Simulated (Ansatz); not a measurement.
How stiff is this cell of TiSi2?

Cell: an entry of the Crystallography Open Database (COD), ions relaxed with PBE at fixed cell.

```
CELL_PARAMETERS angstrom
0.00000 4.11800 4.26150
2.38650 0.00000 4.26150
2.38650 4.11800 0.00000
ATOMIC_POSITIONS crystal
Ti 0.75000 0.75000 0.75000
Ti 0.50000 0.50000 0.50000
Si 0.08686 0.41314 0.08686
Si 0.41314 0.08686 0.41314
Si 0.16314 0.83686 0.16314
Si 0.83686 0.16314 0.83686
```

Atom numbers follow the list; atoms alike are taken as one site, whose name carries the number of the first.

Method: Kohn–Sham DFT in Ansatz, PBE, plane waves and PAW, scalar-relativistic, 420 eV cutoff, Γ-centred 13×13×13 k-points, Fermi–Dirac smearing 0.05 eV.

The cell is stretched along z (the third Cartesian axis of the run's cell), x and y held, and the ions relax again each time. Tension counts as positive.

| strain along z (%) | stress along z (GPa) | stress along x (GPa) |
| --- | --- | --- |
| -3 | ? | ? |
| -2 | -11.7 | -4.8 |
| -1 | -7.0 | -3.7 |
| 0 | -2.6 | -2.8 |
| +1 | 1.4 | -1.9 |
| +2 | 5.0 | -1.1 |
| +3 | 8.4 | -0.3 |

(1) Estimate the row at -3 % from the others.

Results:

(1) stress along z (GPa): -16.8; stress along x (GPa): -5.8. Worked: parabolas through the other 6 rows give -16.6 and -5.9 GPa at -3 %. Their slopes at zero strain are 417 GPa (the stiffness along z) and 92 GPa (the coupling of z to x). They hold at this cell, where the calculated pressure is 2.3 GPa, and with no gap in the run.

All values belong to this cell and structure model.
